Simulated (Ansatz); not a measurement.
A relaxed structure of SrVO3 is spoiled in several ways and relaxed again each time (noise and exchanges are one random draw each; squeezed and stretched starts keep its symmetry, which their runs cannot lower; pressure is positive under compression). The numbers are results of PBEsol (plane waves to 420 eV, PAW, scalar-relativistic; Ansatz, a quantum-chemistry and plane-wave program), not measurements.

```cif
data_O3SrV
_chemical_formula_sum 'Sr1 V1 O3'
_space_group_name_H-M_alt 'Pm-3m'
_space_group_IT_number 221
_space_group_name_Hall '-P 4 2 3'
_cell_length_a 3.80947
_cell_length_b 3.80947
_cell_length_c 3.80947
_cell_angle_alpha 90.000
_cell_angle_beta 90.000
_cell_angle_gamma 90.000
loop_
_atom_site_label
_atom_site_type_symbol
_atom_site_symmetry_multiplicity
_atom_site_Wyckoff_symbol
_atom_site_fract_x
_atom_site_fract_y
_atom_site_fract_z
_atom_site_occupancy
Sr1 Sr 1 a 0.00000 0.00000 0.00000 1
V1 V 1 b 0.50000 0.50000 0.50000 1
O1 O 3 c 0.00000 0.50000 0.50000 1
```

```csv
change,first pressure (GPa),largest first force (eV/Å),released (eV/atom),moves,outcome,final group,E − E(parent) (eV/atom)
with one Sr and one O atom exchanged in a cell of 5 atoms,–,–,2.2,62,trapped higher,P4/mmm,+0.98
squeezed uniformly to 70 % of its volume,[?],0.0,[?],12,[?],[?],[?]
```

Task: What belongs in the gaps?

Result: 
- squeezed uniformly to 70 % of its volume, first pressure (GPa): 156
- squeezed uniformly to 70 % of its volume, released (eV/atom): 1.17
- squeezed uniformly to 70 % of its volume, outcome: returns to the parent
- squeezed uniformly to 70 % of its volume, final group: Pm-3m
- squeezed uniformly to 70 % of its volume, E − E(parent) (eV/atom): 0.00

First-step values come from each run's starting, coarser k-mesh (6×6×6, 7×7×7). Each cell has its own k-point mesh; energy differences are given only to the digits this allows. Spin states reached: non-magnetic, ferromagnetic; non-magnetic ones ran without spin or lost their moments; spin orders were not searched systematically. The d or f electrons are treated with no Hubbard U.
